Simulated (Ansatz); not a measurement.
**Kick test of a cell of GaP2**

The structure comes from a generated guess, relaxed at this level; another structure or a mixture of phases may lie lower.

Theory: DFT PBE, scalar-relativistic, plane waves, PAW (Ansatz). Settings: cutoff 420 eV, Γ-centred mesh 8×8×8 on the computed 6-atom cell, Gaussian smearing of 0.10 eV; no spin polarisation.

The cell below (6 atoms, space group I4_122 (No. 98)) is relaxed within its symmetry.

```xyz
6
Lattice="-3.6891 3.6891 2.3095 3.6891 -3.6891 2.3095 3.6891 3.6891 -2.3095" Properties=species:S:1:pos:R:3 pbc="T T T"
Ga    0.0000    3.6891    1.1547
Ga    0.0000    0.0000    0.0000
P     3.2030    1.8445    0.5774
P     1.8445    3.2030   -0.5774
P     0.4861    1.8445    2.8868
P     1.8445    0.4861    1.7321
```

For the test a repeat of it with 12 atoms (edges 4.62, 5.71, 10.43 Å) was strained at random (σ = 1.5 % a component), the atoms were moved at random (σ = 0.05 Å), and all was relaxed again on a coarse 6×6×2 mesh (in the run’s order of axes) with 0.20 eV smearing, with no symmetry imposed.

Q: Is the structure stable against such a distortion?

A: It returns, within 1 meV/atom of the unmoved cell on that mesh and with the same symmetry when read at 0.1 Å (P1 at 0.01 Å, so small strains and shifts remain). So it is stable against the distortions that fit this cell and that this random move excites. Modes that don't fit the cell aren't tested.
